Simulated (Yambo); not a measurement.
```
CELL_PARAMETERS angstrom
      4.53313     0.00000     0.00000
      0.00000     4.53313     0.00000
      0.00000     0.00000     4.53313
ATOMIC_POSITIONS crystal
  O  0.50000 0.50000 0.50000
  Na 0.00000 0.50000 0.50000
  Na 0.50000 0.00000 0.50000
  Na 0.50000 0.50000 0.00000
  Br 0.00000 0.00000 0.00000
```

Na₃BrO (anti-perovskite, space group Pm-3m, No. 221): mean Im ε in 1 eV windows above the direct gap of 3.74 eV, for different electron-hole kernels (Yambo, broadening 0.15 eV, PBEsol (pw.x of Quantum ESPRESSO, ONCV potentials, without SOC) bands; 8×8×8 mesh, 6 valence and 3 conduction bands, static screening with 54 bands and a 3 Ry block, scissor 1.78 eV, Tamm-Dancoff; field along x).

| window (eV) | independent quasiparticles | RPA (no attraction) | BSE |
|---|---|---|---|
| 3.7 to 4.7 | 0.7 | 0.6 | 1.4 |
| 4.7 to 5.7 | 1.0 | 0.9 | 2.2 |
| 5.7 to 6.7 | 1.5 | 1.4 | 2.2 |
| 6.7 to 7.7 | 2.3 | 2.3 | 1.8 |

This run doesn't resolve bound excitons or single peaks, so only averages are given, and they too depend on the mesh; weight that the attraction moves below the gap isn't listed. All transitions below 8.59 eV are in the band window. The scissor comes from a G0W0 run whose convergence isn't established.

Spin-orbit splittings are left out. The cell is held in this high symmetry; tilts and polar distortions were not searched.

Geometry of the Materials Project entry, not relaxed at this level.

The structure is a Materials Project entry; no match was found in the copy of COD used, and its stability was not checked.
